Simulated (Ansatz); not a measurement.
AlC₈:
```
AlC8
1.0
    4.95081     0.00000     0.00000
   -2.47540     4.28753     0.00000
    0.00000     0.00000     5.41037
C Al
8 1
Direct
  0.16718   0.33435   0.00000
  0.16718   0.83282   0.00000
  0.66667   0.33333   0.00000
  0.66565   0.83282   0.00000
  0.33435   0.16718   0.00000
  0.33333   0.66667   0.00000
  0.83282   0.16718   0.00000
  0.83282   0.66565   0.00000
  0.00000   0.00000   0.50000
```

Relaxed with PBE+D3(BJ). Special points in fractions of this cell's reciprocal vectors: Γ (0.000, 0.000, 0.000); M (0.500, 0.000, 0.000); K (0.333, 0.333, 0.000); A (0.000, 0.000, 0.500); L (0.500, 0.000, 0.500); H (0.333, 0.333, 0.500).

List the band energies nearest the Fermi level at these points for PBE+D3(BJ) (plane waves, PAW; program Ansatz).

In eV from the Fermi level; about four levels below and three above (degenerate sets whole), none deeper than 8.9 eV; points with the same levels are listed once.

| k | below | above |
|---|---|---|
| Γ | -3.70 -3.70 -3.28 -0.27 | 0.48 0.48 1.82 1.82 |
| M | -4.24 -4.06 -3.89 -0.49 | 1.27 1.58 1.63 |
| K | -6.42 -6.42 -4.16 -1.20 -1.20 | 0.01 0.01 3.73 |
| A | -3.89 -3.89 -3.64 -3.33 | 0.27 0.27 0.33 |
| L | -6.02 -6.01 -4.28 -4.20 -2.34 | 0.48 1.49 1.57 |
| H | -6.60 -6.60 -2.40 -1.37 -1.37 | 1.27 1.27 1.64 |

Space group P6/mmm. A made-up cell: these elements were put on the sites of a structure type; neither database checked (COD, Materials Project) lists it. Its standing as an ambient phase is unchecked. The PBE+D3(BJ) relaxation kept the symmetry of its start. At this level the phase is dynamically unstable (imaginary phonons).

Potentials: the later of the program's two PAW sets.
